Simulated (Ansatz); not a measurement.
## BiTe: energy along a strain

BiTe, Fm-3m, a = 6.470 Å (as given, not relaxed at this level: -1.7 GPa). The structure is a COD entry; whether it is the stable form wasn't checked. Ansatz: PBEsol, PAW, 420 eV, Γ-centred 14×14×14 mesh on 2 atoms, Cold smearing 0.10 eV; no spin polarisation. Cell vectors (Å): 0.000 3.235 3.235; 3.235 0.000 3.235; 3.235 3.235 0.000. The cell is strained by x per cent times the pattern (1 1 0 0 0 0) in the order xx yy zz yz xz xy (engineering shears), with fractional coordinates held. y is the free energy over the start, V0 = 33.855 Å³/atom.

```tsv
x (%)	y (meV/atom)
-4.00	17.43
-3.00	3.22
-2.00	-3.82
-1.00	-4.65
0.00	0.00
1.00	9.79
2.00	24.24
3.00	42.75
3.50	53.34
4.00	?
```

Question: Fit y = c1 x + c2 x² + c3 x³ to the other rows, get the stiffness along the pattern, and predict the missing energy.

Answer: Least squares on the rows shown. y = 7.3982 x + 2.5626 x² − 0.092839 x³. The clamped-ion stiffness p·C·p = 2 × 25.63 eV × 160.2 / 33.855 Å³ = 243 GPa (second derivative at the start, which stands under stress). At x = 4.00 the fit asked for gives 64.65 meV/atom. The run gave 64.74 meV/atom, so the fit is 0.09 meV/atom too low, within twice the rms miss on the fitted rows (0.08 meV/atom).

Spin–orbit coupling is left out, which can shift energies with elements as heavy as these.

Cost: 10 runs of about 2.5 core-minutes in all, on Intel Xeon Platinum 8259CL (Skylake/Cascade Lake) (shared hosts).